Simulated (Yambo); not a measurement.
Yambo run on MgO (rock salt, space group Fm-3m, No. 225). The wavefunctions come from this Quantum ESPRESSO step (PBEsol, PseudoDojo standard norm-conserving files, scalar-relativistic):

```
&CONTROL
  calculation = 'nscf'
  pseudo_dir = './pseudo'
  outdir = './out'
/
&SYSTEM
  ibrav = 0
  nat = 2
  ntyp = 2
  ecutwfc = 84.0
  ecutrho = 336.0
  occupations = 'fixed'
  force_symmorphic = .true.
  nbnd = 74
/
&ELECTRONS
  conv_thr = 2e-09
  diago_full_acc = .true.
  diago_thr_init = 1e-08
/
ATOMIC_SPECIES
O 15.9990 O.upf
Mg 24.3050 Mg.upf
CELL_PARAMETERS angstrom
  0.000000000000   2.106418767000   2.106418767000
  2.106418767000   0.000000000000   2.106418767000
  2.106418767000   2.106418767000   0.000000000000
ATOMIC_POSITIONS crystal
O   0.500000000000   0.500000000000   0.500000000000
Mg   0.000000000000   0.000000000000   0.000000000000
K_POINTS automatic
6 6 6 0 0 0
```

Yambo input:

```
rim_cut
gw0
dyson
el_el_corr
HF_and_locXC
ppa
em1d
RandQpts= 1000000
RandGvec= 1 Ry
EXXRLvcs= 84 Ry
VXCRLvcs= 336 Ry
Chimod= "HARTREE"
% BndsRnXp
 2 | 71 |
%
NGsBlkXp= 14 Ry
% LongDrXp
 1.0 | 1.0 | 1.0 |
%
PPAPntXp= 27.2114 eV
% GbndRnge
 1 | 71 |
%
GTermKind= "BG"
DysSolver= "n"
ExtendOut
% QPkrange
 1 | 1 | 8 | 9 |
 4 | 4 | 8 | 9 |
%
```

k points by index: 1 = Γ, 4 = L.

The o-*.qp file then holds:

```
#    K-point    Band    Eo [eV]    E [eV]    E-Eo [eV]    Vxc [eV]    Vnlxc [eV]    Sc|Eo [eV]    Sc|E [eV]    dSc/dw|Eo [eV]    Re(Z)    Im(Z)
#
    1    8    0.000000    -1.516831    -1.516831    -19.88964    -25.43191    3.649057    4.025436    -6.751647    0.801205    -0.001059
    1    9    4.659267    5.689572    1.030305    -13.69010    -9.038397    -3.439164    -3.621403    -4.812819    0.849712    -0.785418E-3
    4    8    -0.647046    -2.248497    -1.601451    -19.14526    -24.93476    3.787683    4.188040    -6.802276    0.800012    -0.001128
    4    9    7.768989    9.005276    1.236287    -11.73225    -6.365180    -3.924320    -4.130787    -4.542675    0.856925    -0.003767
```
(The two width columns are left out.) Convergence of these settings isn't established.

Geometry relaxed with PBEsol.
